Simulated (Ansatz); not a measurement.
Values for one crystal, relaxed and computed with the program Ansatz at the r²SCAN level (PAW); other levels are named.

```yaml
volume_per_atom: 9.84 Å³
band_gap: 1.35 eV (direct)
conduction_band_minimum: at Γ
Young's modulus: 117 GPa
electron_effective_mass: 0.20 mₑ (isotropic)
debye_temperature_from_the_elastic_constants: 388 K
hill_bulk_and_shear_moduli: 189 and 41.9 GPa
```

Q: Which compound is it?
A) SnO2, rutile
B) Sb2O5, Cmcm (Sb on 8f, O on 4c, O on 8f, O on 8f)
C) Ta2O5, Pbam (Ta on 4g, O on 4h, O on 2a, O on 4g)
D) ZnO, NiAs type

A: D, ZnO, NiAs type

Space group P6_3/mmc (NiAs type). The start of the workflow was typed in or built on a structure type; the Crystallography Open Database copy checked does not list it. It is not the phase usual at ambient conditions (space group No. 186). The cell was relaxed with r²SCAN under the symmetry of its start; whether a distortion lowers the energy is not shown.

Potentials: the earlier of the program's two PAW sets.
